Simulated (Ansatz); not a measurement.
Input:

Relaxed Al2Au (fluorite type, space group Fm-3m):

```
Al2Au
1.0
    0.00000     6.05991     6.05991
    3.02996     0.00000     3.02996
    3.02996     3.02996     0.00000
Al Au
4 2
Direct
  0.12500   0.25000   0.25000
  0.62500   0.25000   0.25000
  0.37500   0.75000   0.75000
  0.87500   0.75000   0.75000
  0.00000   0.00000   0.00000
  0.50000   0.00000   0.00000
```

The atoms are displaced by Q × the pattern below (from a DFPT mode at L = (0.5, 0.0, 0.0), largest move 1; Q in Å), at fixed cell. (q is in reciprocal vectors of the primitive cell; the cell shown is doubled to hold the pattern.)

| atom | x | y | z |
|---|---|---|---|
| Al1 | 0.154 | -0.154 | -0.154 |
| Al2 | -0.154 | 0.154 | 0.154 |
| Al3 | -0.154 | 0.154 | 0.154 |
| Al4 | 0.154 | -0.154 | -0.154 |
| Au5 | -0.577 | 0.577 | 0.577 |
| Au6 | 0.577 | -0.577 | -0.577 |

Computed with PBE (plane waves to 420 eV, PAW, scalar-relativistic; Ansatz, a first-principles code). k mesh 13×13×13 (Γ-centred), Fermi-Dirac smearing 0.05 eV. The energy includes the smearing's −TS. With partly filled bands, energies and forces of such displacements shift with the k mesh and the smearing. Al2Au was relaxed with its symmetry unable to fall. Spin-orbit coupling is left out, though Au is heavy. The zero of ΔE is the undisplaced structure.

The scan covers Q from -0.280 to 0.280 Å in 13 points.

Task: Which space group does the distorted structure have?

Result: R-3m (No. 166), lowered from Fm-3m.

Task: Is this a single well or a double well?

Result: A single well with its minimum at or next to zero displacement.

Task: What is the energy change at Q = 0.280 Å?

Result: 757 meV/cell.

Task: What harmonic wavenumber does the curvature at Q = 0 give?

Result: 116 cm⁻¹.

(A displaced cell: forces are minus the slopes of the energy, force constants its curvatures, and phonons follow from these.)
